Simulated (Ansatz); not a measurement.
The following input was run with Ansatz 0.2.0.

```yaml
crystal:
  lattice:
    - [-1.6447889309, 1.6447889309, 4.0489528105]
    - [1.6447889309, -1.6447889309, 4.0489528105]
    - [1.6447889309, 1.6447889309, -4.0489528105]
  atoms:
    - { symbol: Ge, position: [0.337743793, 0.337743793, 0.0] }
    - { symbol: Ge, position: [0.662256207, 0.662256207, 0.0] }
    - { symbol: W, position: [0.0, 0.0, 0.0] }
basis:
  ecutwfc: 500
kpoints:
  mp_grid: { grid: [18, 18, 18] }
hamiltonian:
  xc: r2scan
scf:
  occupations: { method: gaussian, width: 0.1 }
output:
  forces: true
  stress: true
  eigenvalues: true
relax:
  adjacent_minimum: "off"
  f_tol: 0.01
  max_steps: 30
  cell: { stress_tol: 0.1, fix: [volume] }
```

Launched with
```bash
ansatz run input.yaml --threads 1 --pin off --max-ram 2560MiB --backend cpu --events-out ev --progress --plain --runs-dir out
```

Method: DFT r2SCAN, scalar-relativistic, plane waves, PAW (Ansatz 0.2.0).

Part of what the program printed, abridged:

```
Pseudopotentials: kind: paw
Pseudopotential: Ge, paw, valence charge 14, recommended cutoff 500 eV (meta_gga)
Pseudopotential: W, paw, valence charge 14, recommended cutoff 500 eV (meta_gga)
Functional definition: r2SCAN
Crystal: 3 atoms, lattice volume = 43.815 Å³
Basis set: ecut = 500 eV, 1079 PW (Γ), FFT grids on a1+a3, a2+a3, a3, exchange–correlation on 96×96×144 points (64 copies of the dense FFT grid, shifted against one another)
Bands: 26, of which v1, the nominal top of the filled ones, is band 21 counted from 1 (20 counted from 0)
Symmetry: 16 space group operations
Space group: I4/mmm (ITA 139), of the structure as read, at distance tolerance 3.5e-5 Å
k-points: 480 of 5832
Initial density: superposition of atomic densities (neutral atoms: chi_scale 0, normalization atom), corrected by the library's trained network
Initial wavefunctions: pseudopotential atomic-orbital guess
Functional: x = r2scan, c = r2scan; τ floored in thin density (d = 2e-4 eV/Å³)
SCF iter   1: F=—  HF=-19002.646402 eV  |F-HF|=—  |Δ(HF+E_count)|=         —  Δρ=9.61e-3  dr2=2.10e-2  dr2_τ=5.58e-2  ethr=1.77e-3  ⟨swp⟩=5.3  Hψ=56672  notcnv=0
SCF iter   2: F=—  HF=-19002.705233 eV  |F-HF|=—  |Δ(HF+E_count)|=   5.88e-2  Δρ=4.32e-3  dr2=3.62e-3  dr2_τ=1.98e-4  ethr=5.00e-5  ⟨swp⟩=2.0  Hψ=26470  notcnv=0  defer=410
SCF iter   3: F=—  HF=-19002.706189 eV  |F-HF|=—  |Δ(HF+E_count)|=   9.56e-4  Δρ=1.91e-3  dr2=5.14e-4  dr2_τ=2.82e-5  ethr=8.63e-6  ⟨swp⟩=2.0  Hψ=14345  notcnv=0  defer=410
SCF iter   4: F=—  HF=-19002.706545 eV  |F-HF|=—  |Δ(HF+E_count)|=   3.56e-4  Δρ=4.81e-4  dr2=4.92e-5  dr2_τ=7.82e-6  ethr=1.22e-6  ⟨swp⟩=3.0  Hψ=21796  notcnv=0  defer=410
SCF iter   5: F=—  HF=-19002.706606 eV  |F-HF|=—  |Δ(HF+E_count)|=   6.07e-5  Δρ=1.12e-4  dr2=3.66e-6  dr2_τ=1.33e-7  ethr=1.17e-7  ⟨swp⟩=2.0  Hψ=20957  notcnv=0  defer=410
SCF iter   6: F=—  HF=-19002.706610 eV  |F-HF|=—  |Δ(HF+E_count)|=   4.43e-6  Δρ=2.19e-5  dr2=3.67e-7  dr2_τ=2.04e-8  ethr=8.71e-9  ⟨swp⟩=2.0  Hψ=21678  notcnv=0  defer=410
SCF iter   7: F=-19002.706610 eV  HF=-19002.706610 eV  |F-HF|=3.36e-9  |Δ(HF+E_count)|=   7.59e-9  Δρ=6.08e-6  dr2=1.99e-8  dr2_τ=1.46e-9  ethr=2.38e-10  ⟨swp⟩=8.8  Hψ=50202  notcnv=0
SCF 1 converged in 7 iterations: F = -19002.706610 eV  dr2 = 1.99e-8
relax step   1: F+E_penalty+E_count = -19002.70661049 eV  Δ(F+E_penalty+E_count) = +0.000e0 eV  max|allowed force component| = 1.075e-1 eV/Å  Δτ_max = 0.0000 Å  P = +6.335 GPa  Ω = 43.815 Å³  fix = [volume]  reactions: volume +6.335 GPa (7 SCF iters, dr2 threshold 1.00e-7 eV, accepted)
Initial density: handed on by an earlier stage of this run
Initial wavefunctions: those handed on with the density
SCF iter   1: F=—  HF=-19002.706662 eV  |F-HF|=—  |Δ(HF+E_count)|=         —  Δρ=8.88e-4  dr2=1.54e-4  dr2_τ=3.68e-4  ethr=3.85e-7  ⟨swp⟩=2.0  Hψ=58671  notcnv=0
SCF iter   2: F=—  HF=-19002.707083 eV  |F-HF|=—  |Δ(HF+E_count)|=   4.21e-4  Δρ=4.99e-4  dr2=3.52e-5  dr2_τ=1.06e-6  ethr=3.67e-7  ⟨swp⟩=2.0  Hψ=15689  notcnv=0
SCF iter   3: F=—  HF=-19002.707089 eV  |F-HF|=—  |Δ(HF+E_count)|=   6.68e-6  Δρ=7.68e-5  dr2=2.21e-6  dr2_τ=1.42e-7  ethr=8.38e-8  ⟨swp⟩=2.0  Hψ=19651  notcnv=0
SCF iter   4: F=—  HF=-19002.707090 eV  |F-HF|=—  |Δ(HF+E_count)|=   8.32e-7  Δρ=2.83e-5  dr2=3.72e-7  dr2_τ=5.81e-9  ethr=7.14e-10  ⟨swp⟩=6.0  Hψ=54379  notcnv=0
SCF iter   5: F=-19002.707090 eV  HF=-19002.707090 eV  |F-HF|=1.48e-7  |Δ(HF+E_count)|=   3.59e-9  Δρ=1.18e-5  dr2=8.86e-8  dr2_τ=2.85e-9  ethr=7.14e-10  ⟨swp⟩=4.2  Hψ=43521  notcnv=0
SCF 2 converged in 5 iterations: F = -19002.707090 eV  dr2 = 8.86e-8
relax step   2: F+E_penalty+E_count = -19002.70709012 eV  Δ(F+E_penalty+E_count) = -4.796e-4 eV  max|allowed force component| = 3.279e-2 eV/Å  Δτ_max = 0.0063 Å  P = +6.168 GPa  Ω = 43.815 Å³  energy of the carried Pulay correction = +7.391e-16 eV  fix = [volume]  reactions: volume +6.168 GPa (5 SCF iters, dr2 threshold 3.00e-7 eV, accepted)
SCF iter   1: F=—  HF=-19002.707123 eV  |F-HF|=—  |Δ(HF+E_count)|=         —  Δρ=2.13e-4  dr2=7.84e-6  dr2_τ=2.33e-5  ethr=1.82e-8  ⟨swp⟩=2.1  Hψ=58239  notcnv=0
SCF iter   2: F=—  HF=-19002.707147 eV  |F-HF|=—  |Δ(HF+E_count)|=   2.42e-5  Δρ=1.16e-4  dr2=1.51e-6  dr2_τ=7.91e-8  ethr=1.82e-8  ⟨swp⟩=2.0  Hψ=21328  notcnv=0
SCF iter   3: F=—  HF=-19002.707148 eV  |F-HF|=—  |Δ(HF+E_count)|=   4.00e-7  Δρ=2.36e-5  dr2=9.73e-8  dr2_τ=8.10e-9  ethr=3.59e-9  ⟨swp⟩=3.0  Hψ=22048  notcnv=0
SCF iter   4: F=-19002.707148 eV  HF=-19002.707148 eV  |F-HF|=1.87e-9  |Δ(HF+E_count)|=   6.72e-8  Δρ=5.89e-6  dr2=9.12e-9  dr2_τ=2.72e-10  ethr=1.60e-10  ⟨swp⟩=4.1  Hψ=37994  notcnv=0
SCF 3 converged in 4 iterations: F = -19002.707148 eV  dr2 = 9.12e-9
relax step   3: F+E_penalty+E_count = -19002.70714785 eV  Δ(F+E_penalty+E_count) = -5.773e-5 eV  max|allowed force component| = 1.086e-3 eV/Å  Δτ_max = 0.0014 Å  P = +6.206 GPa  Ω = 43.815 Å³  energy of the carried Pulay correction = +2.359e-17 eV  fix = [volume]  reactions: volume +6.206 GPa (4 SCF iters, dr2 threshold 6.72e-8 eV, accepted)
Initial wavefunctions: pseudopotential atomic-orbital guess (no wavefunctions were taken with the density)
SCF iter   1: F=—  HF=-19002.707147 eV  |F-HF|=—  |Δ(HF+E_count)|=         —  Δρ=5.91e-6  dr2=9.19e-9  dr2_τ=5.09e-10  ethr=9.77e-9  ⟨swp⟩=3.5  Hψ=90471  notcnv=0
SCF iter   2: F=—  HF=-19002.707147 eV  |F-HF|=—  |Δ(HF+E_count)|=  3.13e-10  Δρ=3.84e-6  dr2=4.26e-9  dr2_τ=9.56e-11  ethr=2.19e-11  ⟨swp⟩=2.4  Hψ=17599  notcnv=0
SCF iter   3: F=—  HF=-19002.707147 eV  |F-HF|=—  |Δ(HF+E_count)|=   1.57e-9  Δρ=8.78e-7  dr2=3.82e-10  dr2_τ=1.76e-11  ethr=1.01e-11  ⟨swp⟩=2.9  Hψ=22646  notcnv=0
SCF iter   4: F=-19002.707147 eV  HF=-19002.707147 eV  |F-HF|=0.00e0  |Δ(HF+E_count)|=  6.55e-11  Δρ=3.75e-7  dr2=5.82e-11  dr2_τ=1.16e-12  ethr=1.00e-12  ⟨swp⟩=5.5  Hψ=48069  notcnv=0
SCF 4 converged in 4 iterations: F = -19002.707147 eV  dr2 = 5.82e-11
SCF converged after 4 iterations
Free energy (F): -19002.707147 eV
Harris-Foulkes:  -19002.707147 eV  (|F-HF|=0.00e0)
Internal energy: -19002.704643 eV  (E = F + TS)
E sigma→0 (E₀):  -19002.705895 eV
Entropy (-TS):   -0.002504 eV (-0.835 meV/atom)
Fermi energy:    18.408241 eV
--- Per-component energies (eV) ---
  E_band       = -203.224900
  E_kinetic    = 680.869711
  E_local      = -4393.919344  (includes V_loc(G=0)·N_el)
  E_nonlocal   = 844.274962
  E_hartree    = 1916.493876
  E_xc         = -390.679598
  E_vxc        = -401.229732  (∫ρ·V_xc dr)
  E_paw        = -12663.548680  (= ΣΔE_a)
  E_vpaw       = -787.714100  (= ΣTr[D̂ρ^β])
  E_aug_tail   = -0.000028  (compensation charges beyond the density's cutoff)
  E_vtau       = 21.505999  (kinetic-family band-sum trace: ∫τ·v_τ [+ j·A + Jᵃ·Aᵃ] dr)
  E_ewald      = -4993.436061
  E_core_change = -2.759480  (= ΣΔE_core)
  E_smearing   = -0.002504  (= −TS)
--- Forces (eV/Å), atoms counted from 1 ---
  atom   1  Ge     0.00000000     0.00000000     0.00117105
  atom   2  Ge     0.00000000     0.00000000    -0.00117105
  atom   3  W      0.00000000     0.00000000     0.00000000
--- Stress (GPa, compression-positive) ---
        6.191802       0.000000       0.000000
        0.000000       6.191802       0.000000
        0.000000       0.000000       6.235584
  P = ⅓ Tr σ = 6.2064 GPa (62.064 kbar)
--- Band table (eV; the first three rows and the last of 480) ---
  k-point 0: bands = ["-57.4685", "-21.1284", "-21.1018", "-21.1018", "-7.2243", "-7.2167", "-7.1883", "-7.1636", "-7.1636", "-7.1321", "-7.1171", "-7.1171", "-7.1136", "-7.0616", "3.2741", "11.4641", "13.3457", "15.3341", "15.5480", "15.5480", "19.0737", "20.9971", "21.8597", "21.8597", "22.8644", "23.5689"]
  k-point 1: bands = ["-57.4681", "-21.1273", "-21.1071", "-21.1065", "-7.2253", "-7.2142", "-7.1898", "-7.1664", "-7.1633", "-7.1288", "-7.1229", "-7.1185", "-7.1071", "-7.0606", "3.3756", "11.5581", "13.1256", "15.3370", "15.3467", "15.8328", "18.5990", "20.7182", "21.7997", "21.9206", "22.8455", "23.3717"]
  k-point 2: bands = ["-57.4671", "-21.1241", "-21.1222", "-21.1201", "-7.2307", "-7.2074", "-7.1920", "-7.1722", "-7.1620", "-7.1287", "-7.1222", "-7.1219", "-7.0995", "-7.0571", "3.6763", "11.8211", "12.6961", "14.7957", "15.3906", "16.3778", "17.4942", "20.2529", "21.8193", "22.0721", "22.7543", "23.1789"]
  k-point 479: bands = ["-57.4684", "-21.1398", "-21.1020", "-21.1020", "-7.2880", "-7.2301", "-7.2152", "-7.2152", "-7.2133", "-7.1012", "-7.0722", "-7.0688", "-7.0688", "-7.0467", "5.4831", "6.4492", "15.0644", "16.3650", "17.4940", "17.4940", "17.8600", "17.8600", "19.1229", "21.7810", "22.7877", "26.4006"]
--- Relaxed structure (3 steps of the walk, 3 accepted, 1 SCFs on fresh bases) ---
  F+E_penalty+E_count = -19002.70714744 eV   max|allowed force component| = 1.171e-3 eV/Å   (the final SCF, on the basis selected at the relaxed cell)
  cell:  # Å, volume = 43.8150 Å³
    - [-1.64452783, 1.64452783, 4.05023857]
    - [1.64452783, -1.64452783, 4.05023857]
    - [1.64452783, 1.64452783, -4.05023857]
  atoms:
    - { symbol: Ge, position: [0.33713790, 0.33713790, 0.0] }
    - { symbol: Ge, position: [0.66286209, 0.66286209, 0.0] }
    - { symbol: W, position: [0.0, 0.0, 0.0] }
```

The relaxation met its thresholds.

The run took 4.6 min on 1 thread of Arm Neoverse V1, with other jobs on the host, peak memory 0.87 GiB.

Spin–orbit coupling is left out, which can shift energies with elements as heavy as these.